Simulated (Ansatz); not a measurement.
Si2Os in space group C2/m (No. 12; Si on 4i, Si on 4i, Os on 4i) under volume change, DFT-PBEsol in the program Ansatz with PAW potentials, shape and atoms relaxed at each volume.

```
V (Å³/atom)  E − E(relaxed) (meV/atom)  P (GPa)
-----------  -------------------------  -------
12.736                            90.3    24.96
13.156                            37.9    15.28
13.575                             9.0     7.03
13.995                             0.0     0.00
14.415                             [?]      [?]
14.835                             [?]      [?]
15.255                            65.3   -15.33
```

### Question
What belongs in the gaps?

### Answer

- 14.415, E − E(relaxed) (meV/atom): 8.0
- 14.415, P (GPa): -5.98
- 14.835, E − E(relaxed) (meV/atom): 30.5
- 14.835, P (GPa): -11.05

### Question
What does a third-order Birch–Murnaghan fit give for V₀, B₀ and B′?

### Answer
V₀ = 14.00 Å³/atom, B₀ = 215 GPa, B′ = 4.4.

The workflow started from a Materials Project entry (that database holds measured and hypothetical structures alike); the Crystallography Open Database copy checked does not list it. Its standing as an ambient phase is unchecked. The PBEsol relaxation kept the symmetry of its start; whether a distortion lowers the energy is not shown. No spin polarisation was allowed. Spin–orbit coupling is left out wherever it is not named.

Potentials: the later of the program's two PAW sets.
